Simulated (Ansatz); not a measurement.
## GaCuSe₂: gradients before and after relaxing the atoms

Start: a measured structure from the Crystallography Open Database (COD), taken as it stands.

```cif
data_GaCuSe2
_symmetry_space_group_name_H-M 'I-42d'
_symmetry_Int_Tables_number 122
_cell_length_a 5.6191
_cell_length_b 5.6191
_cell_length_c 11.0260
_cell_angle_alpha 90.000
_cell_angle_beta 90.000
_cell_angle_gamma 90.000
loop_
_atom_site_label
_atom_site_type_symbol
_atom_site_symmetry_multiplicity
_atom_site_Wyckoff_symbol
_atom_site_fract_x
_atom_site_fract_y
_atom_site_fract_z
Ga Ga 4 b 0.0000 0.0000 0.5000
Cu Cu 4 a 0.0000 0.0000 0.0000
Se Se 8 d 0.2506 0.2500 0.1250
```

One atom of each set is listed; the run and its k-mesh use a cell of 8 atoms with edges of 6.80, 6.80, 6.80 Å.

All values are calculated (Ansatz; DFT, PBE, plane waves and PAW, scalar-relativistic, 420 eV cutoff, Γ-centred 7×7×7 k-points, Fermi–Dirac smearing 0.02 eV), not measured.

The largest force at the start is 0.39 eV/Å. Relaxing the ions at fixed cell moves them by 0.041 Å at most (atom 6, Se) and 0.029 Å rms.

```csv
site,moved (Å),first shell before,first shell after,V_zz before (10²¹ V/m²),η before
Ga,0.000,4 Se at 2.42 Å,4 Se at 2.44 Å,-0.20,0.00
Cu,0.000,4 Se at 2.42 Å,4 Se at 2.40 Å,0.77,0.00
Se,0.041,"2 Ga at 2.42 Å, 2 Cu at 2.42 Å","2 Cu at 2.40 Å, 2 Ga at 2.44 Å",-16.18,0.77
```

(1) What are V_zz and η after the relaxation?

Answers

(1) 

| site | V_zz after | η after | change of V_zz |
| --- | --- | --- | --- |
| Ga | 0.021 | 0.00 | +0.22 |
| Cu | 0.72 | 0.00 | -0.05 |
| Se | -16.61 | 0.72 | -0.43 |

The largest change of V_zz is on Se, from -16.18 to -16.61. In per cent, |V_zz| changes by -7 on Cu, +3 on Se (all sites that start above 0.5). V_zz changes sign on Ga (same axis).

Before: With a gap of 0.2 eV on this mesh, small gradients can still move by 0.1 × 10²¹ V/m² or more as the k-mesh gets denser.
After: With a gap of 0.14 eV under a smearing of 0.02 eV the band edges are partly filled, so small gradients can hang on the smearing and the k-mesh.
